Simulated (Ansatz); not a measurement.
All-electron LAPW in Ansatz 0.2.0 under LDA, scalar-relativistic, energies extrapolated to zero smearing. Slabs are 1×1 cells cut from bulk crystals relaxed on PAW files, with atoms then relaxed, 16 to 20 Å of vacuum, a dipole correction, k spacings of 0.16 to 0.26 Å⁻¹ and smearing of 0.02 to 0.1 eV, without spin–orbit coupling or spin polarisation. The bulk type named needn't be the stable one, and no reconstruction is allowed.

```json
{"slab": "fcc Ag (100), 5 layers", "area (Å²)": "8.01", "γ (J/m²)": "1.30", "Φ (eV)": "4.68", "Δd12 (%)": "-2.4"}
{"slab": "fcc Ag (110), 2 layers", "area (Å²)": "11.32", "γ (J/m²)": "?", "Φ (eV)": "4.41", "Δd12 (%)": "-32.4"}
{"slab": "fcc Ag (110), 5 layers", "area (Å²)": "11.33", "γ (J/m²)": "1.39", "Φ (eV)": "?", "Δd12 (%)": "-8.4"}
```

Problem. Fill in "Φ (eV)" for the row "fcc Ag (110), 5 layers".

Solution. 4.58.

Problem. What belongs in the row "fcc Ag (110), 2 layers", column "γ (J/m²)"?

Solution. 1.25.
